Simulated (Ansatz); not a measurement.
# Trial structures of SnTe3: starts and ends

All numbers below come from Ansatz 0.2.0, DFT PBE, scalar-relativistic, plane waves, PAW. All cells share a 420 eV cutoff and Γ-centred k meshes spaced at most about 0.3 Å⁻¹ (about 0.25 or finer for metals, 2π included). No spin polarisation in the final relaxations.

Each guess was relaxed in cell and atoms at zero pressure, within the symmetry of its start. These are static total energies at zero pressure. Coordination counts Te atoms around Sn (those within 1.25 times the shortest such distance or 1.15 times the sum of covalent radii, 1.27 where that leaves under three; a plus sign parts nearer from farther groups; the shortest distance is added where it exceeds 1.18 times the sum of covalent radii).

| guess | made from | start group | V start (Å³/atom) | end group | V end (Å³/atom) | coordination at the end | gap on mesh (eV) | E over the lowest end (meV/atom) |
| --- | --- | --- | --- | --- | --- | --- | --- | --- |
| 1 | random cell | P6/mmm | 36.7 | P6/mmm | 48.3 | Sn 6 | 0 | 273 |
| 2 | a Materials Project cell | Fm-3m | 28.8 | Fm-3m (BiF3 (D0_3)) | 28.8 | Sn 8+6 from 3.3 Å | 0 | 110 |
| 3 | random cell | Immm | 36.1 | ? | ? | ? | ? | ? |
| 4 | random cell | P31m | 34.2 | P-62m | 34.0 | Sn 6 | 0 | 0 |

Guess 3 as it starts:

```
Sn Te
1.0
    -2.63142    3.70017    3.71189
     2.63142   -3.70017    3.71189
     2.63142    3.70017   -3.71189
Sn Te
1 3
Direct
  0.50000 0.50000 0.00000
  0.00000 0.00000 0.00000
  0.67895 0.00000 0.67895
  0.32105 0.00000 0.32105
```

**Question.** Predict the end of this guess and its energy over the lowest end.

**Answer.** It ends in space group Immm (No. 71), with a = 4.368 Å, b = 6.179 Å, c = 10.074 Å, 34.0 Å³/atom and no gap; its coordination is Sn 6. It lies 4 meV/atom over the lowest end, within the noise of guess 4 and below guess 2. Counting Te atoms around Sn, this end and the lowest (guess 4) both have Sn 6. This end holds Te–Te units of three or more atoms (shortest 2.94 Å); in the lowest (guess 4) the shortest Te–Te distance is 3.19 Å, near bonding range too.

```cif
data_structure
_symmetry_space_group_name_H-M 'P 1'
_symmetry_Int_Tables_number 1
_cell_length_a 6.3000
_cell_length_b 6.3000
_cell_length_c 6.3000
_cell_angle_alpha 139.428
_cell_angle_beta 121.262
_cell_angle_gamma 73.827
_cell_volume 135.98
loop_
_atom_site_label
_atom_site_type_symbol
_atom_site_fract_x
_atom_site_fract_y
_atom_site_fract_z
_atom_site_occupancy
Sn1 Sn 0.50000 0.00000 0.50000 1
Te1 Te 0.00000 0.00000 0.00000 1
Te2 Te 0.29153 0.29153 0.00000 1
Te3 Te 0.70847 0.70847 0.00000 1
```

Energies over the elements count from the elements' standard structures at the same level, with no fitted energy shifts. The references include grey tin.

**Question.** Is the lowest end bound against the elements?

**Answer.** No: its formation energy is +0.05 eV/atom. It can't be a ground state, since the elements alone are lower.

For metals, differences of a few meV/atom aren't resolved. Weakly bound directions are ill-defined at this level, which has no dispersion term (P6/mmm), and this can change margins and order among such cells. These runs have no spin–orbit coupling, which can matter for Te. The reference form of Te is held partly by dispersion forces, which this level lacks. Cells relaxed within their symmetry can be saddle points. Some structure types and database cells were kept out of the candidates from the start, so a known form may be missing.
